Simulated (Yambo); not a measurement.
Yambo run on CdBr2 (space group P6_3mc, No. 186). The wavefunctions are PBEsol (pw.x of Quantum ESPRESSO, ONCV potentials, scalar-relativistic) ones on a 3×3×1 mesh (34 occupied bands); a = 3.9971 Å, b = 3.9971 Å, c = 12.5752 Å, α = 90.00°, β = 90.00°, γ = 120.00°.

Yambo input:

```
rim_cut
HF_and_locXC
RandQpts= 1000000
RandGvec= 1 Ry
EXXRLvcs= 102 Ry
VXCRLvcs= 408 Ry
% QPkrange
 1 | 1 | 34 | 35 |
 3 | 3 | 34 | 35 |
%
```

k points by index: 1 = Γ, 3 = K.

Table of the .hf output:

```
#    K-point    Band    Eo [eV]    Ehf [eV]    Vxc [eV]    Vnlxc [eV]
#
    1    34    0.000000    -3.565246    -14.36439    -17.92964
    1    35    2.679780    6.781198    -10.93547    -6.834051
    3    34    -0.131052    -3.692385    -13.98496    -17.54629
    3    35    4.292974    8.842964    -12.84140    -8.291411
```
Exchange alone, without screening.

Spin-orbit coupling is not included.

Geometry relaxed with PBE+D3(BJ).
